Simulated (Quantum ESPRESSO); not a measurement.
Space group F-43m (No. 216); a = b = c = 6.0931 Å, α = β = γ = 90.00°

| atom | site | symmetry | x | y | z |
|---|---|---|---|---|---|
| As | 4a | -43m | 0.0000 | 0.0000 | 0.0000 |
| In | 4d | -43m | 0.7500 | 0.7500 | 0.7500 |
(The calculation used a cell of 2 atoms; values per cell refer to that cell.)

Cell and atoms were relaxed with PBEsol from Materials Project entry mp-20305, within its symmetry.

What does PBEsol (Quantum ESPRESSO, PseudoDojo norm-conserving, 84 Ry, with spin-orbit coupling) give for the electronic structure near the Fermi level?

At this level the gap is closed or nearly so: along the path the highest valence and lowest conduction bands touch, or overlap by less than 0.6 eV, a zero-gap or semimetallic result; the valence top lies at Γ, the conduction bottom at Γ. Semilocal functionals close the gaps of some narrow-gap semiconductors, so this alone doesn't show that the compound has none.
